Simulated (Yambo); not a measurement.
G0W0@LDA for a free-standing WS₂ monolayer (symmetry P-6m2, slab cell 16.1 Å high) in Yambo. Reference settings: 9×9×1 Γ-centred k mesh, bands 2 to 104 and a 7 Ry block in the screening, 104 bands in G with the Bruneval-Gonze terminator, plasmon pole fitted at 27.2 eV, slab-truncated Coulomb interaction, stochastic integration of W near q = 0. The LDA gap K → K on this mesh is 1.99 eV; G0W0 gaps are taken between the same points.

The settings were changed. The gap went from 2.97 eV to 3.05 eV, and the shift of the valence edge from -0.06 eV to 0.32 eV.

Task: Which change was made?
A) 25 bands in W, 25 bands in G, 3 Ry block
B) 6×6×1 mesh
C) 25 bands in W, 25 bands in G, 4 Ry block
D) 80 bands in W, 80 bands in G, no terminator

Result: D, 80 bands in W, 80 bands in G, no terminator. The others gave (gap, valence shift): 6×6×1 mesh: 2.92, -0.03 eV; 25 bands in W, 25 bands in G, 3 Ry block: 3.00, 0.55 eV; 25 bands in W, 25 bands in G, 4 Ry block: 3.01, 0.51 eV.

Spin-orbit coupling is not included.

Geometry relaxed with LDA; primitive cell a = 3.1231 Å, b = 3.1231 Å, c = 16.1000 Å, α = 90.00°, β = 90.00°, γ = 120.00°.

A shift is the quasiparticle energy of the state minus its LDA energy.
